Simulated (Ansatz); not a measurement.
Input for Ansatz (plane-wave DFT, PAW):

```yaml
crystal:
  lattice:
    - [3.5078480411, 0.0, 0.0]
    - [-1.7539240205, 3.0378855163, 0.0]
    - [0.0, 0.0, 11.0257115639]
  atoms:
    - { symbol: "Y", position: [0.0, 0.0, 0.0] }
    - { symbol: "Y", position: [0.0, 0.0, 0.5] }
    - { symbol: Mn, position: [0.3333333333, 0.6666666667, 0.25], spin: 3.56 }
    - { symbol: Mn, position: [0.6666666667, 0.3333333333, 0.75], spin: 3.56 }
    - { symbol: O, position: [0.0, 0.0, 0.25] }
    - { symbol: O, position: [0.0, 0.0, 0.75] }
    - { symbol: O, position: [0.3333333333, 0.6666666667, 0.0844321233] }
    - { symbol: O, position: [0.6666666667, 0.3333333333, 0.5844321233] }
    - { symbol: O, position: [0.3333333333, 0.6666666667, 0.4155678767] }
    - { symbol: O, position: [0.6666666667, 0.3333333333, 0.9155678767] }
basis:
  ecutwfc: 500
kpoints:
  mp_grid: { grid: [12, 12, 4] }
hamiltonian:
  xc: r2scan
scf:
  occupations: { method: gaussian, width: 0.1 }
output:
  forces: true
  stress: true
  eigenvalues: true
  populations: true
magnetization:
  spin_polarized: true
relax:
  adjacent_minimum: "off"
  f_tol: 0.01
  max_steps: 30
  cell: { stress_tol: 0.1, fix: [volume] }
```

Command:
```bash
ansatz run input.yaml --threads 2 --pin off --max-ram 5120MiB --backend cpu --events-out ev --progress --plain --runs-dir out
```

Method: Ansatz, DFT r2SCAN, scalar-relativistic, plane waves, PAW.

Abridged output:

```
Pseudopotentials: kind: paw
Pseudopotential: Y, paw, valence charge 11, recommended cutoff 500 eV (meta_gga)
Pseudopotential: Mn, paw, valence charge 15, recommended cutoff 500 eV (meta_gga)
Pseudopotential: O, paw, valence charge 6, recommended cutoff 500 eV (meta_gga)
Functional definition: r2SCAN
Crystal: 10 atoms, lattice volume = 117.495 Å³
Basis set: ecut = 500 eV, 2957 PW (Γ), exchange–correlation on 108×108×324 points (64 copies of the dense FFT grid, shifted against one another)
Bands: 58, of which v1, the nominal top of the filled ones, is band 44 counted from 1 (43 counted from 0)
Symmetry: 24 space group operations
Space group: P63/mmc (ITA 194), of the structure as read, at distance tolerance 4.9e-5 Å
Magnetic group: BNS 194.263 (UNI 1493), of the structure as read, at distance tolerance 4.9e-5 Å
k-points: 57 of 576
Initial density: superposition of atomic densities (chi_scale 0.1, normalization cell, long waves kept (reshape's long-wave potential 0.01 eV rms))
Starting moments: Σ|m| = 7.12 μB on 2 of 10 sites
Initial wavefunctions: pseudopotential atomic-orbital guess
Functional: x = r2scan, c = r2scan; τ floored in thin density (d = 2e-4 eV/Å³)
SCF iter   1: F=—  HF=-18952.438270 eV  |F-HF|=—  |Δ(HF+E_count)|=         —  Δρ=7.69e-2 (↑7.69e-2 ↓3.28e-2) dr2=7.49e0  dr2_τ=1.82e-1  dr2_m=1.85e0  M=8.000 μB ∫|m|=8.161 μB  β_m=1.00  ethr=3.10e-3  ⟨swp⟩=5.6  Hψ=21990  notcnv=0  defer=69
Mixer restart at iter 1: flushing history
spin=Collinear: Kerker preconditioning applied to the charge; magnetization (m = ρ↑ − ρ↓) channel mixes plain (no charge-response kernel on spin).
SCF iter   2: F=—  HF=-18952.123749 eV  |F-HF|=—  |Δ(HF+E_count)|=   3.15e-1  Δρ=2.71e-2 (↑2.63e-2 ↓2.71e-2) dr2=3.29e0  dr2_τ=4.26e-2  dr2_m=2.16e-2  M=8.000 μB ∫|m|=8.168 μB  β_m=1.00  ethr=3.10e-3  ⟨swp⟩=2.4  Hψ=13732  notcnv=0  defer=618  κ⁻¹=1.0e0(r=1)
SCF iter   3: F=—  HF=-18952.796441 eV  |F-HF|=—  |Δ(HF+E_count)|=   6.73e-1  Δρ=1.70e-2 (↑1.65e-2 ↓1.70e-2) dr2=1.50e0  dr2_τ=1.42e-2  dr2_m=1.07e-3  M=8.000 μB ∫|m|=8.177 μB  β_m=1.00  ethr=3.10e-3  ⟨swp⟩=2.0  Hψ=7838  notcnv=0  defer=620  κ⁻¹=1.0e-1(r=2)
SCF iter   4: F=—  HF=-18953.185978 eV  |F-HF|=—  |Δ(HF+E_count)|=   3.90e-1  Δρ=8.89e-3 (↑8.54e-3 ↓8.89e-3) dr2=4.42e-1  dr2_τ=3.80e-3  dr2_m=1.67e-3  M=8.000 μB ∫|m|=8.202 μB  β_m=1.00  ethr=1.71e-3  ⟨swp⟩=2.3  Hψ=13546  notcnv=0  defer=628  κ⁻¹=9.5e-3(r=3)
SCF iter   5: F=—  HF=-18953.134176 eV  |F-HF|=—  |Δ(HF+E_count)|=   5.18e-2  Δρ=4.88e-3 (↑4.40e-3 ↓4.88e-3) dr2=9.58e-2  dr2_τ=1.58e-3  dr2_m=6.57e-4  M=8.000 μB ∫|m|=8.222 μB  β_m=1.00  ethr=5.02e-4  ⟨swp⟩=2.0  Hψ=12694  notcnv=0  defer=632  κ⁻¹=1.0e-3(r=4)
SCF iter   6: F=—  HF=-18953.189015 eV  |F-HF|=—  |Δ(HF+E_count)|=         —  Δρ=2.76e-3 (↑2.76e-3 ↓2.39e-3) dr2=3.70e-2  dr2_τ=4.59e-4  dr2_m=3.07e-4  M=8.000 μB ∫|m|=8.211 μB  β_m=1.00  ethr=1.09e-4  ⟨swp⟩=2.1  Hψ=10478  notcnv=0  defer=632  κ⁻¹=1.0e-3(r=4)
SCF iter   7: F=—  HF=-18953.193634 eV  |F-HF|=—  |Δ(HF+E_count)|=   4.62e-3  Δρ=1.93e-3 (↑1.93e-3 ↓1.87e-3) dr2=2.21e-2  dr2_τ=2.34e-4  dr2_m=3.59e-5  M=8.000 μB ∫|m|=8.209 μB  β_m=1.00  ethr=4.20e-5  ⟨swp⟩=1.0  Hψ=6612  notcnv=0  defer=632  κ⁻¹=4.1e-4(r=5)
SCF iter   8: F=—  HF=-18953.192541 eV  |F-HF|=—  |Δ(HF+E_count)|=   1.09e-3  Δρ=1.12e-3 (↑1.12e-3 ↓1.05e-3) dr2=5.44e-3  dr2_τ=7.82e-5  dr2_m=2.03e-5  M=8.000 μB ∫|m|=8.208 μB  β_m=1.00  ethr=2.52e-5  ⟨swp⟩=2.2  Hψ=11802  notcnv=0  defer=632  κ⁻¹=5.3e-5(r=6)
SCF iter   9: F=—  HF=-18953.194226 eV  |F-HF|=—  |Δ(HF+E_count)|=   1.68e-3  Δρ=6.71e-4 (↑5.95e-4 ↓6.71e-4) dr2=2.33e-3  dr2_τ=2.61e-5  dr2_m=7.08e-6  M=8.000 μB ∫|m|=8.210 μB  β_m=1.00  ethr=6.18e-6  ⟨swp⟩=2.1  Hψ=8575  notcnv=0  defer=623  κ⁻¹=1.2e-5(r=7)
SCF iter  10: F=—  HF=-18953.194794 eV  |F-HF|=—  |Δ(HF+E_count)|=   5.68e-4  Δρ=2.52e-4 (↑2.52e-4 ↓2.20e-4) dr2=3.59e-4  dr2_τ=3.60e-6  dr2_m=4.23e-6  M=8.000 μB ∫|m|=8.209 μB  β_m=1.00  ethr=2.65e-6  ⟨swp⟩=2.2  Hψ=11134  notcnv=0  defer=623  κ⁻¹=4.6e-6(r=8)
SCF iter  11: F=—  HF=-18953.194702 eV  |F-HF|=—  |Δ(HF+E_count)|=   9.25e-5  Δρ=2.08e-4 (↑2.03e-4 ↓2.08e-4) dr2=1.19e-4  dr2_τ=2.80e-6  dr2_m=8.72e-7  M=8.000 μB ∫|m|=8.210 μB  β_m=1.00  ethr=4.08e-7  ⟨swp⟩=2.4  Hψ=9625  notcnv=0  defer=623  κ⁻¹=1.3e-5(r=8)
SCF iter  12: F=—  HF=-18953.194810 eV  |F-HF|=—  |Δ(HF+E_count)|=   1.09e-4  Δρ=1.13e-4 (↑1.13e-4 ↓1.10e-4) dr2=3.84e-5  dr2_τ=6.53e-7  dr2_m=5.13e-7  M=8.000 μB ∫|m|=8.210 μB  β_m=1.00  ethr=1.36e-7  ⟨swp⟩=2.2  Hψ=11287  notcnv=0  defer=623  κ⁻¹=8.8e-6(r=8)
SCF iter  13: F=—  HF=-18953.194848 eV  |F-HF|=—  |Δ(HF+E_count)|=   3.77e-5  Δρ=5.93e-5 (↑5.93e-5 ↓5.10e-5) dr2=1.05e-5  dr2_τ=1.46e-7  dr2_m=2.90e-7  M=8.000 μB ∫|m|=8.210 μB  β_m=1.00  ethr=4.36e-8  ⟨swp⟩=2.0  Hψ=11256  notcnv=0  defer=623  κ⁻¹=4.0e-6(r=8)
SCF iter  14: F=—  HF=-18953.194848 eV  |F-HF|=—  |Δ(HF+E_count)|=   1.78e-7  Δρ=3.79e-5 (↑3.43e-5 ↓3.79e-5) dr2=4.13e-6  dr2_τ=7.32e-8  dr2_m=1.78e-8  M=8.000 μB ∫|m|=8.210 μB  β_m=1.00  ethr=1.19e-8  ⟨swp⟩=2.6  Hψ=12054  notcnv=0  defer=623  κ⁻¹=3.6e-5(r=8)
SCF iter  15: F=—  HF=-18953.194849 eV  |F-HF|=—  |Δ(HF+E_count)|=   1.30e-6  Δρ=1.61e-5 (↑1.61e-5 ↓8.66e-6) dr2=3.30e-7  dr2_τ=8.62e-9  dr2_m=3.66e-8  M=8.000 μB ∫|m|=8.210 μB  β_m=1.00  ethr=4.70e-9  ⟨swp⟩=2.0  Hψ=11545  notcnv=0  defer=623  κ⁻¹=8.7e-6(r=8)
SCF iter  16: F=—  HF=-18953.194850 eV  |F-HF|=—  |Δ(HF+E_count)|=   2.78e-7  Δρ=8.26e-6 (↑8.16e-6 ↓8.26e-6) dr2=1.35e-7  dr2_τ=3.64e-9  dr2_m=5.31e-10  M=8.000 μB ∫|m|=8.210 μB  β_m=1.00  ethr=3.75e-10  ⟨swp⟩=2.0  Hψ=11590  notcnv=0  defer=623  κ⁻¹=7.1e-6(r=8)
SCF iter  17: F=-18953.194850 eV  HF=-18953.194850 eV  |F-HF|=3.93e-8  |Δ(HF+E_count)|=   1.12e-7  Δρ=4.77e-6 (↑4.68e-6 ↓4.77e-6) dr2=5.72e-8  dr2_τ=1.24e-9  dr2_m=3.14e-10  M=8.000 μB ∫|m|=8.210 μB  ethr=1.14e-10  ⟨swp⟩=9.3  Hψ=28384  notcnv=0
SCF 1 converged in 17 iterations: F = -18953.194850 eV  dr2 = 5.72e-8
relax step   1: F+E_penalty+E_count = -18953.19484971 eV  Δ(F+E_penalty+E_count) = +0.000e0 eV  max|allowed force component| = 1.114e-1 eV/Å  Δτ_max = 0.0000 Å  P = +12.331 GPa  Ω = 117.495 Å³  fix = [volume]  reactions: volume +12.331 GPa (17 SCF iters, dr2 threshold 1.00e-7 eV, accepted)
Initial density: handed on by an earlier stage of this run
Starting moments: Σ|m| = 7.12 μB on 2 of 10 sites; this step starts from the density that it was given
Initial wavefunctions: those handed on with the density
SCF iter   1: F=—  HF=-18953.195414 eV  |F-HF|=—  |Δ(HF+E_count)|=         —  Δρ=2.70e-4 (↑2.70e-4 ↓1.38e-4) dr2=1.13e-4  dr2_τ=4.23e-4  dr2_m=1.30e-5  M=8.000 μB ∫|m|=8.211 μB  β_m=1.00  ethr=1.57e-7  ⟨swp⟩=2.0  Hψ=26110  notcnv=0
spin=Collinear: Kerker preconditioning applied to the charge; magnetization (m = ρ↑ − ρ↓) channel mixes plain (no charge-response kernel on spin).
SCF iter   2: F=—  HF=-18953.195435 eV  |F-HF|=—  |Δ(HF+E_count)|=   2.14e-5  Δρ=1.24e-4 (↑1.12e-4 ↓1.24e-4) dr2=4.56e-5  dr2_τ=7.53e-7  dr2_m=9.32e-7  M=8.000 μB ∫|m|=8.212 μB  β_m=1.00  ethr=1.28e-7  ⟨swp⟩=2.0  Hψ=10150  notcnv=0  κ⁻¹=1.0e0(r=1)
   ...
SCF iter   1: F=—  HF=-18953.195566 eV  |F-HF|=—  |Δ(HF+E_count)|=         —  Δρ=7.22e-5 (↑7.22e-5 ↓5.02e-5) dr2=9.71e-6  dr2_τ=8.18e-6  dr2_m=9.86e-7  M=8.000 μB ∫|m|=8.212 μB  β_m=1.00  ethr=1.19e-8  ⟨swp⟩=2.6  Hψ=26530  notcnv=0
spin=Collinear: Kerker preconditioning applied to the charge; magnetization (m = ρ↑ − ρ↓) channel mixes plain (no charge-response kernel on spin).
SCF iter   2: F=—  HF=-18953.195585 eV  |F-HF|=—  |Δ(HF+E_count)|=   1.95e-5  Δρ=4.18e-5 (↑4.18e-5 ↓3.81e-5) dr2=4.77e-6  dr2_τ=4.48e-8  dr2_m=6.07e-8  M=8.000 μB ∫|m|=8.212 μB  β_m=1.00  ethr=1.10e-8  ⟨swp⟩=2.0  Hψ=11634  notcnv=0  κ⁻¹=1.0e0(r=1)
SCF iter   3: F=—  HF=-18953.195586 eV  |F-HF|=—  |Δ(HF+E_count)|=   8.41e-7  Δρ=2.22e-5 (↑2.15e-5 ↓2.22e-5) dr2=1.53e-6  dr2_τ=1.64e-8  dr2_m=5.82e-9  M=8.000 μB ∫|m|=8.212 μB  β_m=1.00  ethr=5.42e-9  ⟨swp⟩=2.1  Hψ=9136  notcnv=0  κ⁻¹=1.9e-1(r=2)
SCF iter   4: F=—  HF=-18953.195588 eV  |F-HF|=—  |Δ(HF+E_count)|=   1.68e-6  Δρ=1.64e-5 (↑1.48e-5 ↓1.64e-5) dr2=1.04e-6  dr2_τ=8.47e-9  dr2_m=3.09e-9  M=8.000 μB ∫|m|=8.212 μB  β_m=1.00  ethr=1.73e-9  ⟨swp⟩=1.0  Hψ=6613  notcnv=0  κ⁻¹=6.2e-3(r=3)
SCF iter   5: F=—  HF=-18953.195590 eV  |F-HF|=—  |Δ(HF+E_count)|=   2.01e-6  Δρ=8.79e-6 (↑7.28e-6 ↓8.79e-6) dr2=5.86e-7  dr2_τ=1.42e-9  dr2_m=2.30e-9  M=8.000 μB ∫|m|=8.212 μB  β_m=1.00  ethr=1.19e-9  ⟨swp⟩=2.4  Hψ=11494  notcnv=0  κ⁻¹=1.4e-3(r=4)
SCF iter   6: F=—  HF=-18953.195591 eV  |F-HF|=—  |Δ(HF+E_count)|=   6.41e-7  Δρ=5.09e-6 (↑4.88e-6 ↓5.09e-6) dr2=3.63e-7  dr2_τ=6.27e-10  dr2_m=3.35e-10  M=8.000 μB ∫|m|=8.213 μB  β_m=1.00  ethr=6.66e-10  ⟨swp⟩=2.1  Hψ=9919  notcnv=0  κ⁻¹=6.0e-4(r=5)
SCF iter   7: F=—  HF=-18953.195591 eV  |F-HF|=—  |Δ(HF+E_count)|=   8.03e-9  Δρ=4.22e-6 (↑3.29e-6 ↓4.22e-6) dr2=8.85e-8  dr2_τ=7.38e-10  dr2_m=1.03e-9  M=8.000 μB ∫|m|=8.213 μB  β_m=1.00  ethr=4.12e-10  ⟨swp⟩=2.0  Hψ=10317  notcnv=0  κ⁻¹=1.6e-4(r=6)
SCF iter   8: F=-18953.195591 eV  HF=-18953.195591 eV  |F-HF|=8.68e-8  |Δ(HF+E_count)|=   6.41e-8  Δρ=6.08e-6 (↑5.77e-6 ↓6.08e-6) dr2=1.37e-7  dr2_τ=1.07e-9  dr2_m=1.44e-9  M=8.000 μB ∫|m|=8.213 μB  ethr=1.01e-10  ⟨swp⟩=2.1  Hψ=21453  notcnv=0
SCF 3 converged in 8 iterations: F = -18953.195591 eV  dr2 = 1.37e-7
relax step   3: F+E_penalty+E_count = -18953.19559065 eV  Δ(F+E_penalty+E_count) = -1.001e-4 eV  max|allowed force component| = 4.307e-3 eV/Å  Δτ_max = 0.0000 Å  P = +12.268 GPa  Ω = 117.495 Å³  energy of the carried Pulay correction = -1.629e-17 eV  fix = [volume]  reactions: volume +12.268 GPa (8 SCF iters, dr2 threshold 1.52e-7 eV, accepted)
Initial wavefunctions: pseudopotential atomic-orbital guess (no wavefunctions were taken with the density)
SCF iter   1: F=—  HF=-18953.195588 eV  |F-HF|=—  |Δ(HF+E_count)|=         —  Δρ=1.04e-5 (↑8.73e-6 ↓1.04e-5) dr2=2.84e-7  dr2_τ=1.32e-9  dr2_m=5.40e-9  M=8.000 μB ∫|m|=8.213 μB  β_m=1.00  ethr=2.58e-8  ⟨swp⟩=4.0  Hψ=42332  notcnv=0
spin=Collinear: Kerker preconditioning applied to the charge; magnetization (m = ρ↑ − ρ↓) channel mixes plain (no charge-response kernel on spin).
SCF iter   2: F=—  HF=-18953.195585 eV  |F-HF|=—  |Δ(HF+E_count)|=   2.36e-6  Δρ=3.95e-6 (↑3.10e-6 ↓3.95e-6) dr2=4.71e-8  dr2_τ=2.19e-9  dr2_m=2.35e-9  M=8.000 μB ∫|m|=8.213 μB  β_m=1.00  ethr=3.22e-10  ⟨swp⟩=2.0  Hψ=11569  notcnv=0  κ⁻¹=1.0e0(r=1)
SCF iter   3: F=—  HF=-18953.195585 eV  |F-HF|=—  |Δ(HF+E_count)|=   6.08e-9  Δρ=2.08e-6 (↑1.49e-6 ↓2.08e-6) dr2=2.12e-8  dr2_τ=1.78e-10  dr2_m=3.71e-10  M=8.000 μB ∫|m|=8.213 μB  β_m=1.00  ethr=5.36e-11  ⟨swp⟩=1.5  Hψ=7067  notcnv=0  κ⁻¹=4.6e-3(r=2)
SCF iter   4: F=—  HF=-18953.195585 eV  |F-HF|=—  |Δ(HF+E_count)|=   4.50e-9  Δρ=9.50e-7 (↑9.50e-7 ↓8.93e-7) dr2=9.77e-9  dr2_τ=4.39e-11  dr2_m=7.62e-12  M=8.000 μB ∫|m|=8.213 μB  β_m=1.00  ethr=2.41e-11  ⟨swp⟩=1.5  Hψ=7120  notcnv=0  κ⁻¹=1.5e-3(r=3)
SCF iter   5: F=—  HF=-18953.195585 eV  |F-HF|=—  |Δ(HF+E_count)|=   2.68e-8  Δρ=2.39e-6 (↑1.52e-6 ↓2.39e-6) dr2=1.56e-8  dr2_τ=8.60e-11  dr2_m=3.75e-10  M=8.000 μB ∫|m|=8.213 μB  β_m=1.00  ethr=1.11e-11  ⟨swp⟩=2.2  Hψ=10106  notcnv=0  κ⁻¹=3.4e-4(r=4)
SCF iter   6: F=—  HF=-18953.195585 eV  |F-HF|=—  |Δ(HF+E_count)|=   5.00e-9  Δρ=1.13e-6 (↑6.85e-7 ↓1.13e-6) dr2=4.79e-9  dr2_τ=1.47e-11  dr2_m=8.82e-11  M=8.000 μB ∫|m|=8.213 μB  β_m=1.00  ethr=1.11e-11  ⟨swp⟩=2.0  Hψ=11164  notcnv=0  κ⁻¹=3.2e-5(r=5)
SCF iter   7: F=—  HF=-18953.195585 eV  |F-HF|=—  |Δ(HF+E_count)|=  9.82e-11  Δρ=4.33e-7 (↑3.40e-7 ↓4.33e-7) dr2=1.03e-9  dr2_τ=4.99e-12  dr2_m=1.51e-11  M=8.000 μB ∫|m|=8.213 μB  β_m=1.00  ethr=5.44e-12  ⟨swp⟩=1.5  Hψ=7908  notcnv=0  κ⁻¹=1.7e-5(r=6)
SCF iter   8: F=—  HF=-18953.195585 eV  |F-HF|=—  |Δ(HF+E_count)|=  3.24e-10  Δρ=2.74e-7 (↑2.01e-7 ↓2.74e-7) dr2=1.41e-10  dr2_τ=2.26e-12  dr2_m=3.70e-12  M=8.000 μB ∫|m|=8.213 μB  β_m=1.00  ethr=1.17e-12  ⟨swp⟩=2.0  Hψ=11478  notcnv=0  κ⁻¹=1.4e-5(r=7)
SCF iter   9: F=-18953.195585 eV  HF=-18953.195585 eV  |F-HF|=1.60e-10  |Δ(HF+E_count)|=  1.82e-11  Δρ=2.65e-7 (↑2.12e-7 ↓2.65e-7) dr2=2.14e-10  dr2_τ=1.09e-12  dr2_m=3.71e-12  M=8.000 μB ∫|m|=8.213 μB  ethr=1.00e-12  ⟨swp⟩=2.4  Hψ=18679  notcnv=0
SCF 4 converged in 9 iterations: F = -18953.195585 eV  dr2 = 2.14e-10
an SCF from antiferromagnetic starting moments (0.00, 0.00, -3.67, 3.67, 0.00, 0.00, 0.00, 0.00, 0.00, 0.00 Bohr magnetons, atom by atom) was not made, so that it is not known whether that order lies lower: the deck asks for what bars it, or types moments that do (magnetization.spin_polarized, in the input reference, names some of the keys), or the run goes by scf.lower_state_search: light, the default, which as a rule tries one only behind a close that has lost an order of both signs, or on which an open d or half-filled 4f shell of a PAW file has lost a moment that was set nearer to Hund's than to what is left; or, under a Hubbard U, one that names an f shell that the input leaves bare bes ...
SCF converged after 9 iterations
Stability not checked: this state was not tested for a lower state beside it, because the mixer in use, unlike msr1, does not test its closes by its own steps (another_mixer; see scf.mixing.algorithm and scf.lower_state_search)
Magnetization: 8.0000 μB (48.0000 up, 40.0000 down)
Absolute magnetization: 8.2256 μB (∫|ρ↑−ρ↓|, with the PAW one-centre terms)
Spin contamination: 0.0804 ħ² per cell (⟨S²⟩ above its minimum at these occupations)
Per-site moments (μB) at R_I (Å): [(0.01064128, 0.91889774), (0.01064128, 0.91889774), (3.17100818, 0.75434734), (3.17100818, 0.75434734), (0.07325357, 0.83540489), (0.07325357, 0.83540489), (0.02590372, 0.75434734), (0.02590372, 0.75434734), (0.02590372, 0.75434734), (0.02590372, 0.75434734)]
Free energy (F): -18953.195585 eV
Harris-Foulkes:  -18953.195585 eV  (|F-HF|=1.60e-10)
Internal energy: -18953.193955 eV  (E = F + TS)
E sigma→0 (E₀):  -18953.194770 eV
Entropy (-TS):   -0.001631 eV (-0.163 meV/atom)
Fermi energy:    11.877893 eV
--- Per-component energies (eV) ---
  E_band       = -769.164295
  E_kinetic    = 2284.203148
  E_local      = -7545.461525  (includes V_loc(G=0)·N_el)
  E_nonlocal   = 878.152650
  E_hartree    = 2943.884911
  E_xc         = -1003.048734
  E_vxc        = -1410.330205  (∫ρ·V_xc dr)
  E_paw        = -9266.633554  (= ΣΔE_a)
  E_vpaw       = -950.328935  (= ΣTr[D̂ρ^β])
  E_aug_tail   = 0.006122  (compensation charges beyond the density's cutoff)
  E_vtau       = 86.823697  (kinetic-family band-sum trace: ∫τ·v_τ [+ j·A + Jᵃ·Aᵃ] dr)
  E_ewald      = -7243.231334
  E_core_change = -1.065639  (= ΣΔE_core)
  E_smearing   = -0.001631  (= −TS)
--- Forces (eV/Å), atoms counted from 1 ---
  atom   1  Y      0.00000000     0.00000000     0.00000000
  atom   2  Y      0.00000000     0.00000000     0.00000000
  atom   3  Mn     0.00000000     0.00000000     0.00000000
  atom   4  Mn     0.00000000     0.00000000     0.00000000
  atom   5  O      0.00000000     0.00000000     0.00000000
  atom   6  O      0.00000000     0.00000000     0.00000000
  atom   7  O      0.00000000     0.00000000    -0.00429937
  atom   8  O      0.00000000     0.00000000    -0.00429937
  atom   9  O      0.00000000     0.00000000     0.00429937
  atom  10  O      0.00000000     0.00000000     0.00429937
--- Stress (GPa, compression-positive) ---
       12.218567       0.000000       0.000000
        0.000000      12.218567       0.000000
        0.000000       0.000000      12.363819
  P = ⅓ Tr σ = 12.2670 GPa (122.670 kbar)
--- Band table (eV; the first three rows and the last of 114) ---
  k-point 0 ↑: bands = ["-73.7424", "-73.7424", "-41.2314", "-41.2314", "-41.2314", "-41.2314", "-41.1594", "-41.1593", "-31.1953", "-31.1947", "-11.5261", "-11.3722", "-10.3498", "-10.3498", "-10.3497", "-10.3497", "-8.9561", "-8.3695", "-8.0113", "-7.8236", "-6.9895", "-6.7271", "4.5439", "5.3852", "5.3852", "5.4699", "5.4699", "5.4778", "5.4778", "5.4889", "5.9197", "6.1638", "6.1638", "6.7533", "6.7847", "6.7847", "8.3964", "8.4645", "8.4645", "8.8811", "8.8811", "9.2799", "10.1352", "10.1352", "11.2035", "11.2785", "11.8349", "11.8349", "11.8892", "11.8892", "15.5507", "16.3528", "16.3528", "16.5211", "16.5211", "17.3502", "17.7335", "18.2393"]
  k-point 1 ↑: bands = ["-73.7424", "-73.7424", "-41.2314", "-41.2314", "-41.2314", "-41.2314", "-41.1594", "-41.1593", "-31.1952", "-31.1948", "-11.5054", "-11.3968", "-10.3498", "-10.3498", "-10.3498", "-10.3498", "-8.8888", "-8.4957", "-7.9433", "-7.8324", "-6.9497", "-6.7638", "4.6358", "5.2400", "5.3891", "5.3891", "5.4247", "5.4247", "5.5747", "5.5747", "5.9917", "5.9917", "6.1395", "6.6660", "7.0389", "7.0389", "8.0591", "8.0591", "8.5289", "9.1510", "9.2584", "9.2584", "10.0211", "10.0211", "11.2187", "11.2711", "11.8446", "11.8446", "11.8826", "11.8826", "15.7334", "16.3770", "16.3770", "16.4960", "16.4960", "16.8872", "17.8664", "18.4311"]
  k-point 2 ↑: bands = ["-73.7424", "-73.7424", "-41.2314", "-41.2314", "-41.2314", "-41.2314", "-41.1594", "-41.1594", "-31.1950", "-31.1950", "-11.4530", "-11.4530", "-10.3498", "-10.3498", "-10.3498", "-10.3498", "-8.7130", "-8.7130", "-7.8671", "-7.8671", "-6.8551", "-6.8551", "4.8901", "4.8901", "5.4011", "5.4011", "5.4011", "5.4011", "5.7500", "5.7500", "5.7500", "5.7500", "6.4384", "6.4384", "7.5192", "7.5192", "7.5192", "7.5192", "8.8418", "8.8418", "9.7065", "9.7065", "9.7065", "9.7065", "11.2487", "11.2487", "11.8651", "11.8651", "11.8651", "11.8651", "16.2253", "16.2253", "16.4361", "16.4361", "16.4361", "16.4361", "18.1909", "18.1909"]
  k-point 56 ↓: bands = ["-68.4351", "-68.4351", "-36.5581", "-36.5581", "-35.6335", "-35.6335", "-35.6254", "-35.6254", "-31.0728", "-31.0728", "-11.6463", "-11.6463", "-11.6001", "-11.6001", "-10.6296", "-10.6296", "-7.5832", "-7.5832", "-7.1927", "-7.1927", "-6.8859", "-6.8859", "5.7514", "5.7514", "5.9859", "5.9859", "6.1172", "6.1172", "6.8308", "6.8308", "6.8733", "6.8733", "7.3245", "7.3245", "7.8639", "7.8639", "8.4436", "8.4436", "9.2869", "9.2869", "12.8269", "12.8269", "13.9819", "13.9819", "14.3971", "14.3971", "14.7014", "14.7014", "15.4846", "15.4846", "17.0372", "17.0372", "17.2715", "17.2715", "17.2915", "17.2915", "19.9320", "19.9320"]
--- Relaxed structure (3 steps of the walk, 3 accepted, 1 SCFs on fresh bases) ---
  F+E_penalty+E_count = -18953.19558548 eV   max|allowed force component| = 4.299e-3 eV/Å   (the final SCF, on the basis selected at the relaxed cell)
  cell:  # Å, volume = 117.4948 Å³
    - [3.50779086, 0.0, 0.0]
    - [-1.75389543, 3.03783599, 0.0]
    - [0.0, 0.0, 11.02607102]
  atoms:
    - { symbol: Y, position: [0.0, 0.0, 0.0] }
    - { symbol: Y, position: [0.0, 0.0, 0.5] }
    - { symbol: Mn, position: [0.33333333, 0.66666666, 0.25] }
    - { symbol: Mn, position: [0.66666666, 0.33333333, 0.74999999] }
    - { symbol: O, position: [0.0, 0.0, 0.25] }
    - { symbol: O, position: [0.0, 0.0, 0.74999999] }
    - { symbol: O, position: [0.33333333, 0.66666666, 0.08414574] }
    - { symbol: O, position: [0.66666666, 0.33333333, 0.58414574] }
    - { symbol: O, position: [0.33333333, 0.66666666, 0.41585425] }
    - { symbol: O, position: [0.66666666, 0.33333333, 0.91585425] }
--- Löwdin populations: 10 sites ---
  site symbol q [e]    m [muB]
     0      Y      9.8678     0.0223
     1      Y      9.8678     0.0223
     2     Mn     13.5788     3.7448
     3     Mn     13.5788     3.7448
     4      O      6.9140     0.1309
     5      O      6.9140     0.1309
     6      O      6.7271     0.0335
     7      O      6.7271     0.0335
     8      O      6.7271     0.0335
     9      O      6.7271     0.0335
  spilling = 0.004210 (of n_electrons = 88.000000)
```

The relaxation met its thresholds.

It took 3.3 min on 2 threads of Intel(R) Xeon(R) 6975P-C (Granite Rapids), on a shared host, peak memory 1.2 GiB.

The state reached may not be the lowest one. Moments started parallel, and an antiferromagnetic order may lie lower.